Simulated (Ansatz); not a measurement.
(001) slab cut from the bulk of TaSi₂, P6_222 (No. 180); the slab's formula is TaSi2:

```yaml
crystal:
  lattice:
    - [4.76086, 0.00000, 0.00000]
    - [-2.38043, 4.12303, 0.00000]
    - [0.00000, 0.00000, 23.74105]
  atoms:
    - { symbol: Ta, position: [0.50000, 0.50000, 0.31591] }
    - { symbol: Si, position: [0.15927, 0.84073, 0.31591] }
    - { symbol: Si, position: [0.84073, 0.15927, 0.31591] }
    - { symbol: Ta, position: [0.00000, 0.50000, 0.40795] }
    - { symbol: Si, position: [0.68146, 0.84073, 0.40795] }
    - { symbol: Si, position: [0.31854, 0.15927, 0.40795] }
    - { symbol: Ta, position: [0.50000, 0.00000, 0.50000] }
    - { symbol: Si, position: [0.84073, 0.68146, 0.50000] }
    - { symbol: Si, position: [0.15927, 0.31854, 0.50000] }
    - { symbol: Ta, position: [0.50000, 0.50000, 0.59205] }
    - { symbol: Si, position: [0.15927, 0.84073, 0.59205] }
    - { symbol: Si, position: [0.84073, 0.15927, 0.59205] }
    - { symbol: Ta, position: [0.00000, 0.50000, 0.68409] }
    - { symbol: Si, position: [0.68146, 0.84073, 0.68409] }
    - { symbol: Si, position: [0.31854, 0.15927, 0.68409] }
```

Level of theory: DFT PBEsol, scalar-relativistic, plane waves, PAW (Ansatz 0.2.0). Settings: cutoff 420 eV, Γ-centred mesh 9×9×1 on the computed 15-atom cell, Gaussian smearing of 0.10 eV; no spin polarisation. A dipole correction removes the field between periodic images along c.

Q: What forces act on the atoms?

A:
```
atom Fx (eV/Å) Fy (eV/Å) Fz (eV/Å)
 Ta1      0.000      0.000      1.235
 Si2      0.375     -0.210     -0.569
 Si3     -0.375      0.210     -0.569
 Ta4      0.000      0.000      0.448
 Si5      0.077     -0.317     -0.323
 Si6     -0.077      0.317     -0.323
 Ta7      0.000      0.000      0.000
 Si8      0.000     -0.085      0.000
 Si9      0.000      0.085      0.000
Ta10      0.000      0.000     -0.448
Si11     -0.077     -0.317      0.323
Si12      0.077      0.317      0.323
Ta13      0.000      0.000     -1.235
Si14     -0.375     -0.210      0.569
Si15      0.375      0.210      0.569
```

Spin–orbit coupling is left out, which can shift energies with elements as heavy as these.

Cost: 1 run of about 6.3 core-minutes, on Arm Neoverse N1 (shared hosts).